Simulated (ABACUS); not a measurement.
Set-up for a self-consistent single point of W (Pm-3n, 8 atoms in the cell; from COD 9008583, changed as shown).

```
W
1.0
    5.24281     0.00000     0.00000
    0.00000     5.24281     0.00000
    0.00000     0.00000     5.24281
W
8
Direct
  0.00000   0.00000   0.00000
  0.50000   0.50000   0.50000
  0.00000   0.50000   0.25000
  0.00000   0.50000   0.75000
  0.25000   0.00000   0.50000
  0.75000   0.00000   0.50000
  0.50000   0.75000   0.00000
  0.50000   0.25000   0.00000
```

Level of theory: PBEsol, numerical atomic orbitals DZP (confined pseudo-atomic orbitals with Gaussian additions; energy shift 0.003 Ry), PseudoDojo 0.4 standard norm-conserving PBEsol (tails mended) pseudopotentials run with ABACUS.

ABACUS settings:

| setting | value |
|---|---|
| basis | DZP numerical atomic orbitals, energy shift 0.003 Ry |
| KPT | MP 3 3 3 0 0 0 |
| basis_type | lcao |
| ecutwfc | 100 Ry |
| smearing_method | gaussian |
| smearing_sigma | 0.00367493 Ry |
| potentials | PseudoDojo 0.4 standard norm-conserving PBEsol (tails mended) |
| symmetry | 1 |
| symmetry_prec | 1e-05 |
| ks_solver | scalapack_gvx |
| scf_nmax | 100 |
| scf_thr | 1.0e-07 |
| mixing_type | broyden |
| mixing_beta | 0.4 |

Results:

| Item | Value |
|---|---|
| Number of valence electrons | 112 |
| Number of bands | 68 |
| Number of k-points after the program's reduction | 4 |
| Size of the basis | 208 |
| Number of SCF iterations | 11 |
| Free energy E − TS | -16504.3588 eV |
| Fermi level (on the code's own zero) | 18.95 eV |
| Pressure | -27.52 GPa |

Stress (GPa, positive for compression):
```
-27.52    0.00    0.00
  0.00  -27.52    0.00
  0.00    0.00  -27.52
```

For comparison: a first run was changed to give this one (volume scaled by 1.06), and from it to this one the free energy goes up by 136 meV/atom and the pressure goes from -14.66 to -27.52 GPa.

The atom-centred basis is finite, which shifts total energies and pressures against plane waves. No clean gap shows at this smearing width and mesh (spacing up to 0.40 Å⁻¹); the mesh is coarse for partly filled bands, so the values carry mesh errors. At this pressure the cell is far from its equilibrium volume at this level.

Cost on one core: around 70 core-seconds (rough).

The atomic orbitals were generated for these runs; they are not ABACUS's published sets and were checked against plane waves on a few crystals only.

“Tails mended”: in these copies of the files the far tail of each local potential was reset to the Coulomb form.
